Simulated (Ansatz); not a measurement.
ScBeNO:
```cif
data_BeNOSc
_chemical_formula_sum 'Sc1 Be1 O1 N1'
_space_group_name_H-M_alt 'P 1'
_space_group_IT_number 1
_cell_length_a 3.26656
_cell_length_b 3.26656
_cell_length_c 4.82459
_cell_angle_alpha 90.000
_cell_angle_beta 90.000
_cell_angle_gamma 120.000
loop_
_space_group_symop_operation_xyz
  'x, y, z'
loop_
_atom_site_label
_atom_site_type_symbol
_atom_site_fract_x
_atom_site_fract_y
_atom_site_fract_z
_atom_site_occupancy
Sc1 Sc 0.33333 0.66667 0.52044 1
Be1 Be 0.66667 0.33333 0.98491 1
O1 O 0.33333 0.66667 0.09264 1
N1 N 0.66667 0.33333 0.65200 1
```

This is the r²SCAN+D4-relaxed structure.

Q: All from the program Ansatz at the r²SCAN+D4 level (PAW), unless another level is named. Predict the band gap.

A: 3.67 eV (indirect).

Q: Next, the smallest direct gap on the standard path?

A: 3.92 eV.

Q: Give the conduction-band minimum.

A: at Γ.

Space group P3m1. The start of the workflow was typed in or built on a structure type; neither database checked (COD, Materials Project) lists it. Its standing as an ambient phase is unchecked. The cell was relaxed with r²SCAN+D4 under the symmetry of its start; whether a distortion lowers the energy is not shown. No spin polarisation was allowed. The volume moved by -22 % from the start of the relaxation.

Potentials: the earlier of the program's two PAW sets. The files were generated under PBE; for other functionals the program regenerates the frozen cores, and for LDA and PBEsol the local potential too.
